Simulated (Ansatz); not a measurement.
NbAs in space group P-6m2 (No. 187; Nb on 1a, As on 1f) at seven volumes, HSE06 (plane waves, PAW; program Ansatz), shape and atoms relaxed at each. One row is withheld.

```csv
V (Å³/atom),P (GPa)
15.714,19.74
16.232,11.99
16.750,?
17.268,-0.01
17.786,-4.88
18.304,-9.03
18.822,-12.58
```

**Question.** Fit the shown pressures and predict the withheld one.

**Answer.** P = (3/2)B₀(x^(7/2) − x^(5/2))[1 + (3/4)(B′ − 4)(x − 1)] with x = (V₀/V)^(2/3). Least squares on the six rows gives V₀ = 17.261 Å³/atom, B₀ = 173 GPa, B′ = 4.08. At V = 16.750, x = 1.0202 and P = 5.53 GPa. The run itself gave 5.40 GPa.

The cell is a constructed one: a structure type filled with these elements; neither database checked (COD, Materials Project) lists it. COD files the formula under space group No. 109, so this cell is another polymorph or a model. Its standing as an ambient phase is unchecked. The cell was relaxed with HSE06 under the symmetry of its start; its stability against distortions is not shown here. No spin polarisation was allowed. The hybrid run found no gap, on a coarse k-mesh.

Potentials: the later of the program's two PAW sets.
